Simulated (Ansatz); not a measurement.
Molecular dynamics on a 2×2×1 supercell (16 atoms) of PbO (P4/nmm), relaxed with r2SCAN+rVV10. Forces come from r2SCAN in Ansatz 0.2.0: constant energy and volume (NVE), velocities drawn at 1000 K, steps of 1.5 fs. Classical nuclei, no spin polarisation; a few dozen steps show the first response, not equilibrium.

```yaml
crystal:
  lattice:
    - [7.960807811, 0.0, 0.0]
    - [0.0, 7.960807811, 0.0]
    - [0.0, 0.0, 5.0009130008]
  atoms:
    - { symbol: Pb, position: [0.0, 0.25, 0.2366325598] }
    - { symbol: Pb, position: [0.25, 0.0, 0.7633674402] }
    - { symbol: O, position: [0.0, 0.0, 0.0] }
    - { symbol: O, position: [0.25, 0.25, 0.0] }
    - { symbol: Pb, position: [0.0, 0.75, 0.2366325598] }
    - { symbol: Pb, position: [0.25, 0.5, 0.7633674402] }
    - { symbol: O, position: [0.0, 0.5, 0.0] }
    - { symbol: O, position: [0.25, 0.75, 0.0] }
    - { symbol: Pb, position: [0.5, 0.25, 0.2366325598] }
    - { symbol: Pb, position: [0.75, 0.0, 0.7633674402] }
    - { symbol: O, position: [0.5, 0.0, 0.0] }
    - { symbol: O, position: [0.75, 0.25, 0.0] }
    - { symbol: Pb, position: [0.5, 0.75, 0.2366325598] }
    - { symbol: Pb, position: [0.75, 0.5, 0.7633674402] }
    - { symbol: O, position: [0.5, 0.5, 0.0] }
    - { symbol: O, position: [0.75, 0.75, 0.0] }
kpoints:
  mp_grid: { grid: [2, 2, 4] }
hamiltonian:
  xc: r2scan
scf:
  occupations: { method: fermi_dirac, width: 0.086 }
md:
  ensemble: nve
  temperature: 1000
  timestep: 1.5
  n_steps: 40
  initial_velocities: maxwell_boltzmann
  seed: 1282
```

Command: `ansatz run input.yaml --threads 4 --pin off --max-ram 3686MiB --backend cpu --events-out ev --progress --plain --runs-dir out`. It ended after 7.6 min on 4 threads of Arm Neoverse V2, on a shared host; peak host memory 1.7 GiB.

```tsv
step	t (fs)	T (K)	free energy F from step 0 (meV/atom)	kinetic energy (meV/atom)	largest force (eV/Å)
0	0	1000	0.0	121.2	0.02
1	1.5	994	0.7	120.5	0.22
2	3	978	2.7	118.5	0.45
3	4.5	951	5.9	115.3	0.68
4	6	915	10.3	110.9	0.91
5	7.5	871	15.6	105.6	1.14
6	9	822	21.6	99.6	1.37
7	10.5	770	28.0	93.3	1.58
8	12	716	34.5	86.8	1.78
9	13.5	664	40.9	80.4	1.95
10	15	616	46.7	74.6	2.10
11	16.5	573	51.9	69.5	2.21
12	18	539	56.1	65.3	2.28
13	19.5	513	59.2	62.2	2.31
14	21	496	61.2	60.2	2.30
15	22.5	489	62.0	59.3	2.25
16	24	491	61.8	59.5	2.16
17	25.5	499	60.8	60.5	2.03
18	27	514	59.0	62.3	1.88
19	28.5	532	56.8	64.4	1.80
20	30	551	54.4	66.8	1.80
21	31.5	571	52.1	69.2	1.78
22	33	588	50.0	71.3	1.77
23	34.5	602	48.3	72.9	1.75
24	36	611	47.2	74.0	1.72
25	37.5	614	46.8	74.4	1.81
26	39	611	47.2	74.0	1.93
27	40.5	602	48.3	72.9	2.06
28	42	587	50.1	71.1	2.18
29	43.5	566	52.6	68.6	2.30
30	45	541	55.7	65.6	2.41
31	46.5	513	59.1	62.1	2.51
32	48	482	62.8	58.5	2.59
33	49.5	451	66.6	54.7	2.64
34	51	421	70.3	51.0	2.68
35	52.5	392	73.7	47.6	2.68
36	54	367	76.8	44.5	2.66
37	55.5	346	79.4	41.9	2.60
38	57	329	81.4	39.9	2.52
39	58.5	317	82.9	38.4	2.52
```

The temperature goes from 1000 K to 317 K in 58.5 fs. The atoms start on their lattice sites with kinetic energy alone, so much of it first passes into potential energy. The conserved energy stays within 0.16 meV an atom. By the last step the atoms have moved 0.16 Å in the root mean square, the drift of the whole cell taken out, 0.23 Å at most. The job's limit cut the run after 39 of 40 steps.

Positions (Å) and forces (eV/Å) at step 39:
```
Pb  -0.109   2.187   1.100     1.090  -1.518   0.468
Pb   2.059  -0.116   3.792    -2.002   1.315  -0.767
O    0.123   0.061   0.062    -1.040  -0.564  -0.091
O    1.919   1.974  -0.089     0.613   0.028   0.477
Pb   0.133   5.948   1.240    -1.302   0.669   0.419
Pb   2.073   3.992   3.934    -0.579  -0.745  -2.219
O    0.083   4.051  -0.056    -0.810   0.023  -0.250
O    1.906   5.954   0.018     1.061   0.415  -0.094
Pb   4.053   1.985   1.099    -0.879  -0.022   0.698
Pb   5.909  -0.183   3.833     1.256   0.169   0.172
O    3.875   0.018  -0.082     1.326  -0.238   0.299
O    5.979   2.059  -0.173    -0.406  -0.827   0.295
Pb   3.827   6.098   1.181     0.951  -0.866   0.921
Pb   5.950   3.964   3.825    -0.008   1.266  -0.463
O    3.813   3.986   0.172     1.404   0.457   0.277
O    6.025   5.883   0.137    -0.673   0.438  -0.144
```
